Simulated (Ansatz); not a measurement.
Relaxed-ion elastic tensor of Re (hcp (Mg type), P6_3/mmc) in GPa (Voigt order), LDA (plane waves, PAW; program Ansatz); density 21.57 g/cm³, 14.33 Å³ per atom.

```
664  298  249  0.0  0.0  0.0
298  664  249  0.0  0.0  0.0
249  249  723  0.0  0.0  0.0
0.0  0.0  0.0  179  0.0  0.0
0.0  0.0  0.0  0.0  179  0.0
0.0  0.0  0.0  0.0  0.0  183
```

**Question.** Is the crystal mechanically stable?

**Answer.** Yes: the smallest eigenvalue of C is 179 GPa.

**Question.** Work out the Voigt, Reuss and Hill averages.

**Answer.** K_V = 405, K_R = 405, K_H = 405; G_V = 192, G_R = 190, G_H = 191 GPa.

**Question.** Give Young's modulus, Poisson's ratio, Pugh's ratio and the universal anisotropy index.

**Answer.** E = 9KG/(3K + G) = 494 GPa; ν = 0.30; K/G = 2.12 (ductile by the Pugh limit of 1.75); A_U = 5G_V/G_R + K_V/K_R − 6 = 0.06.

**Question.** Estimate the sound speeds and the Debye temperature.

**Answer.** v_l = √((K + 4G/3)/ρ) = 5530 m/s, v_t = √(G/ρ) = 2970 m/s, mean 3320 m/s; Θ = (h/k)(3n/4πV)^(1/3) v_m = 407 K.

**Question.** Solve the Christoffel equation for the three sound speeds along x, y, z.

**Answer.** Eigenvalues of C_ijkl n_j n_l equal ρv². In km/s, slowest first: x 2.88, 2.91, 5.55; y 2.88, 2.91, 5.55; z 2.88, 2.88, 5.79.

**Question.** How much does each axis shrink under pressure?

**Answer.** Linear compressibilities β_i = Σ_j S_ij (j = 1 to 3): x 0.83, y 0.83, z 0.81 per TPa.

The cell was relaxed with LDA under the symmetry of its start; of distortions, only those at the zone centre were tested. The run is not spin-polarised. As this level gives no gap, shear constants depend on the k-mesh and smearing (Fermi–Dirac, 0.1 eV here). Spin–orbit coupling is left out wherever it is not named.

Potentials: the earlier of the program's two PAW sets.
